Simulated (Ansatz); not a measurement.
Consider the following.

SnMo2C:
Space group P6₃/mmc (No. 194); a = b = 3.185 Å, c = 13.410 Å, α = β = 90.00°, γ = 120.00°

```tsv
atom	site	symmetry	x	y	z
Sn	2d	-6m2	0.6667	0.3333	0.2500
Mo	4f	3m.	0.3333	0.6667	0.0808
C	2a	-3m.	0.0000	0.0000	0.0000
```

This is the r²SCAN-relaxed structure.

Q: All from the program Ansatz at the r²SCAN level (PAW), unless another level is named. Predict the electronic character.

A: metallic (no gap).

Q: Next, the density of states at the Fermi level?

A: 0.65 states/eV per atom (mean over ±0.08 eV).

Q: Next, the formation energy from the elements (no fitted shifts)?

A: 0.031 eV/atom.

Q: Next, the gap with spin–orbit coupling?

A: none (metallic).

Space group P6_3/mmc. The start of the workflow was typed in or built on a structure type; neither database checked (COD, Materials Project) lists it. Whether it is the stable phase at ambient conditions was not checked. The cell was relaxed with r²SCAN under the symmetry of its start; its stability against distortions is not shown here. The run is not spin-polarised. The references are the lowest solids computed at this level, not always the standard phases. Spin–orbit coupling is left out wherever it is not named.

Potentials: the earlier of the program's two PAW sets.
